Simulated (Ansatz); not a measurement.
Given:

Ba₂CdB₂O₆:
```
Ba2CdB2O6
1.0
    4.84877     2.67650     0.00000
   -4.84877     2.67650     0.00000
   -3.16448     0.00000     5.81964
Ba Cd B O
2 1 2 6
Cartesian
  1.83823   2.67650   1.80866
 -5.00271   2.67650   4.01097
  0.00000   0.00000   0.00000
 -1.31840   2.67650   1.39136
 -1.84608   2.67650   4.42827
 -0.63333   3.86704   1.59322
 -2.53115   1.48595   4.22642
 -2.53115   3.86704   4.22642
 -0.63333   1.48595   1.59322
 -2.62499   2.67650   0.97954
 -0.53949   2.67650   4.84010
```

This is the HSE06-relaxed structure.

Q: All from HSE06 (plane waves, PAW; program Ansatz), unless another level is named. Give the band gap.

A: 4.99 eV (direct).

Q: Next, the valence-band maximum?

A: at Γ.

Space group C2/m. The workflow started from a Materials Project entry (that database holds measured and hypothetical structures alike); the Crystallography Open Database copy checked does not list it. Whether it is the stable phase at ambient conditions was not checked. Symmetry was held in the HSE06 relaxation; whether a distortion lowers the energy is not shown. The hybrid was solved on a coarse mesh, the path and, where they were found, the r²SCAN edge points; its band edges are the extreme levels among these. Spin–orbit coupling is left out wherever it is not named.

Potentials: the later of the program's two PAW sets.
